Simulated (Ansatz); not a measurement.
This is a band-structure calculation with Ansatz on an ordered 6-atom cell of Ga3Sb2As on the zincblende lattice (I-4m2); the level of theory is PBE. The geometry is the r2SCAN minimum.

```yaml
crystal:
  lattice:
    - [-2.1151891604, 2.1151891604, 8.9676249567]
    - [2.1151891604, -2.1151891604, 8.9676249567]
    - [2.1151891604, 2.1151891604, -8.9676249567]
  atoms:
    - { symbol: As, position: [0.0, 0.0, 0.0] }
    - { symbol: Ga, position: [0.5758512043, 0.0758512043, 0.5] }
    - { symbol: Sb, position: [0.6629889298, 0.6629889298, 0.0] }
    - { symbol: Ga, position: [0.25, 0.75, 0.5] }
    - { symbol: Sb, position: [0.3370110702, 0.3370110702, 0.0] }
    - { symbol: Ga, position: [0.9241487957, 0.4241487957, 0.5] }
kpoints:
  mp_grid: { grid: [8, 8, 8] }
  band_path:
    path:
      - [[0.0, 0.0, 0.0], [1.021926135147e-17, -1.021926135147e-17, 0.5], [0.25, 0.25, 0.25], [5.407873028568e-17, 0.5, -5.407873028568e-17], [0.0, 0.0, 0.0], [0.5, 0.5, -0.5], [0.2639086045434, 0.7360913954566, -0.2639086045434]]
      - [[-0.2639086045434, 0.2639086045434, 0.2639086045434], [0.0, 0.0, 0.0]]
      - [[1.021926135147e-17, -1.021926135147e-17, 0.5], [-0.02781720908679, 0.02781720908679, 0.5]]
      - [[0.5, 0.5, -0.02781720908679], [0.5, 0.5, -0.5]]
    npoints: 10
hamiltonian:
  xc: pbe
scf:
  occupations: { method: fermi_dirac, width: 0.02 }
  n_extra_bands: 5
output:
  forces: true
  stress: true
  eigenvalues: true
```

Some lines of the output have been replaced by numbered gaps.
```
[1]
Pseudopotential: As, paw, valence charge 15, recommended cutoff 420 eV (normal)
Pseudopotential: Ga, paw, valence charge 13, recommended cutoff 420 eV (normal)
Pseudopotential: Sb, paw, valence charge 15, recommended cutoff 420 eV (normal)
Functional definition: PBE
Crystal: 6 atoms, lattice volume = 160.486 Å³
[2]
Symmetry: 8 space group operations
Space group: I-4m2 (ITA 119)
k-points: 59 of 512 (time reversal used)
preconditioner: auto → Resta (q_TF=auto, 2.449 Å⁻¹)  ε∞=3.7  [σ=0.020 eV  ℏωp=21.5 eV]
NSCF: frozen V_eff on 94 k-points
SCF converged after 8 iterations
Free energy (F): -29175.342192 eV
Internal energy: -29175.342023 eV  (E = F + TS)
E sigma→0 (E₀):  -29175.342108 eV
Entropy (-TS):   -0.000168 eV (-0.028 meV/atom)
Fermi energy:    7.835864 eV
--- Per-component energies (eV) ---
  E_band       = -842.014623
  E_kinetic    = 865.033134
  E_local      = -11839.195943
  E_nonlocal   = 1328.651378
  E_hartree    = 5621.041727
  E_xc         = -562.932968
  E_vxc        = -445.172420
  E_paw        = -16953.884835
  E_vpaw       = -1993.409876
  E_ewald      = -7634.054197
  E_smearing   = -0.000168
--- Forces (eV/Å), atoms counted from 1 ---
[3]
--- Stress (GPa, compression-positive) ---
        2.179309       0.000000       0.000000
        0.000000       2.179309       0.000000
        0.000000       0.000000       2.137007
  P = ⅓ Tr σ = 2.1652 GPa (21.652 kbar)
```

Problem. Fill in the blanks. They hold the forces, cutoff and plane waves at Γ, the band count.

Solution.
```
[1]
scf.n_extra_bands = 5 over 42 filled bands (N_el = 84.0): the run solves 47 bands
[2]
Basis set: ecut = 420 eV, 3097 PW (Γ), FFT grids on a1+a3, a2+a3, a3
[3]
  atom   1  As      0.00000      0.00000      0.00000
  atom   2  Ga      0.00000      0.00000    -0.01844
  atom   3  Sb      0.00000      0.00000      0.00669
  atom   4  Ga      0.00000      0.00000      0.00000
  atom   5  Sb      0.00000      0.00000    -0.00669
  atom   6  Ga      0.00000      0.00000      0.01844
```

Command: `ansatz run input.yaml --threads 4 --pin off --max-ram 6451MiB --backend cpu --events-out ev --progress --plain --runs-dir out`. Wall time 24 s on 4 threads of Arm Neoverse V1, on a shared host, load about 0.2 per core; peak host memory 0.73 GiB.

The cell comes from a prototype generator: it can be a known phase or a hypothetical one. Spin polarisation is off.

Spin-orbit coupling is left out, which matters wherever the heavy atoms make up the band edges.
